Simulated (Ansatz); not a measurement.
In2SbAs in space group R3m (No. 160; In on 3a, In on 3a, Sb on 3a, As on 3a), PBE (plane waves, PAW; program Ansatz), all energies at zero smearing, with the estimated change up to a 700 eV cutoff added, with one set of potentials and settings (totals compare only within such a set). Cell of 4 atoms (2 In, 1 Sb, 1 As): -22536.963 eV.

| element | reference phase | E (eV/atom) |
|---|---|---|
| In | I4/mmm, 1 atoms in the cell | -5597.8481 |
| Sb | R-3m, 2 atoms in the cell | -6484.4916 |
| As | R-3m, 2 atoms in the cell | -4856.1377 |

Formation energy per atom, worked out: (-22536.963 − 2×(-5597.8481) − 1×(-6484.4916) − 1×(-4856.1377))/4 = -0.159 eV/atom (-15 kJ per mol of atoms), at 0 K, without zero-point energy or fitted corrections.

The workflow started from a Materials Project entry (that database holds measured and hypothetical structures alike); the Crystallography Open Database copy checked does not list it. Its standing as an ambient phase is unchecked. The cell was relaxed with PBE under the symmetry of its start; its stability against distortions is not shown here. The references are the lowest solids computed at this level, not always the standard phases. Scalar-relativistic: spin–orbit coupling is off unless named, which matters more the heavier the elements.

Potentials: the later of the program's two PAW sets.
